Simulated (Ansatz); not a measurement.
Ag:
```cif
data_Ag
_chemical_formula_sum 'Ag1'
_space_group_name_H-M_alt 'P6/mmm'
_space_group_IT_number 191
_space_group_name_Hall '-P 6 2'
_cell_length_a 2.84141
_cell_length_b 2.84141
_cell_length_c 2.78192
_cell_angle_alpha 90.000
_cell_angle_beta 90.000
_cell_angle_gamma 120.000
loop_
_atom_site_label
_atom_site_type_symbol
_atom_site_symmetry_multiplicity
_atom_site_Wyckoff_symbol
_atom_site_fract_x
_atom_site_fract_y
_atom_site_fract_z
_atom_site_occupancy
Ag1 Ag 1 a 0.00000 0.00000 0.00000 1
```

Relaxed at zero pressure with DFT-PBE in the program Ansatz with PAW potentials.

Q: The volume is lowered by 6 % and shape and atoms relax at that volume. What pressure results, and how do the axes share the change?

A: 5.5 GPa; a -1.9 %, b -1.9 %, c -2.4 %; the energy rises by 19 meV/atom.

Q: Give the new structure.

A: 
Space group P6/mmm (No. 191); a = b = 2.7886 Å, c = 2.7151 Å, α = β = 90.00°, γ = 120.00°

| atom | site | symmetry | x | y | z |
|---|---|---|---|---|---|
| Ag | 1a | 6/mmm | 0.0000 | 0.0000 | 0.0000 |

The phase is kept; no other phase was compared at this pressure.

The start of the workflow was typed in or built on a structure type; neither database checked (COD, Materials Project) lists it. It is not the phase usual at ambient conditions (space group No. 225). The PBE relaxation kept the symmetry of its start; whether a distortion lowers the energy is not shown. The run is not spin-polarised. Axis ratios of metals converge slowly with the k-mesh, so a and c are less sure than the volume.

Potentials: the earlier of the program's two PAW sets.
